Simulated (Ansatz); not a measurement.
## Phonons of ZrC (Fm-3m)

```
Zr C
1.0
     0.00000    2.32090    2.32090
     2.32090    0.00000    2.32090
     2.32090    2.32090    0.00000
Zr C
1 1
Direct
  0.50000 0.50000 0.50000
  0.00000 0.00000 0.00000
```

Conventional cell: a = 4.642 Å, b = 4.642 Å, c = 4.642 Å, α = 90.00°, β = 90.00°, γ = 90.00°. Around Zr (atom 1) lie 6 C at 2.32 Å. Around C (atom 2) lie 6 Zr at 2.32 Å.

Unless marked otherwise, the numbers come from LDA, all-electron LAPW in Ansatz 0.2.0, scalar-relativistic. k mesh 12×12×12, Fermi-Dirac smearing of 0.100 eV, basis error target 0.5 meV/atom. The cell was relaxed by PAW under this functional, which moved its volume by -5 % from the database entry's. The structure is one entry of a database and needn't be the stable phase.

Atoms are displaced by 0.01 Å in the smallest supercells that hold the wave vectors of a 2×2×2 mesh. Negative values stand for unstable modes.

Problem. What are the phonon energies at the solved wave vectors, in THz?

Solution. 

```tsv
q	point	modes (THz)
0.000 0.000 0.000	Gamma	13.31 (×3)
0.500 0.000 0.000	L	5.82 (×2), 10.00, 16.12 (×2), 20.23
0.500 0.500 0.000	X	6.50 (×2), 8.22, 14.24 (×2), 16.47
```

Problem. Is the structure dynamically stable at these wave vectors?

Solution. Yes, no mode is unstable there; wave vectors off this mesh aren't tested.

Problem. How do the optical zone-centre modes decompose, and which are active?

Solution. Point group m-3m: Γ_opt = T1u.

```csv
label,THz,activity,mostly
T1u,13.31,IR,C (88 %)
```

In a metal the activity is that of symmetry alone; free carriers screen the infrared modes.

Problem. How well do frozen-core PAW files reproduce these all-electron values?

Solution. With a cutoff of 420 eV and displacements of 0.0025 Å, the r.m.s. difference over the modes is 0.2 cm⁻¹; the largest difference is 443.6 (PAW) against 443.8 cm⁻¹ (LAPW).

Problem. The cell is scaled evenly to 24.253 and 25.753 Å³ (from 25.003), with free atoms relaxed and the shape held. What are the mode Grüneisen parameters γ = −d ln ω/d ln V?

Solution. For the highest mode, 697.5 cm⁻¹ in the small cell and 653.0 in the large one give γ ≈ 1.10. From the change of the dynamical matrix on each mode:

```json
{"point": "Gamma", "cm⁻¹": "443.8", "γ": "2.03"}
{"point": "L", "cm⁻¹": "194.1", "γ": "2.07"}
{"point": "L", "cm⁻¹": "333.7", "γ": "1.30"}
{"point": "L", "cm⁻¹": "537.8", "γ": "1.48"}
{"point": "L", "cm⁻¹": "674.9", "γ": "1.10"}
{"point": "X", "cm⁻¹": "216.7", "γ": "1.55"}
{"point": "X", "cm⁻¹": "274.2", "γ": "1.80"}
{"point": "X", "cm⁻¹": "475.0", "γ": "1.68"}
{"point": "X", "cm⁻¹": "549.5", "γ": "1.26"}
```

Weighted by the modes' heat capacities at 300 K, the mean on this mesh is 1.66; it moves with the q mesh, and a coarse one overweights the zone boundary.

Limits of these numbers: responses of metals move with mesh and smearing; the frozen-core PAW files of the compared runs were fitted under PBE, their cores solved anew for this functional.
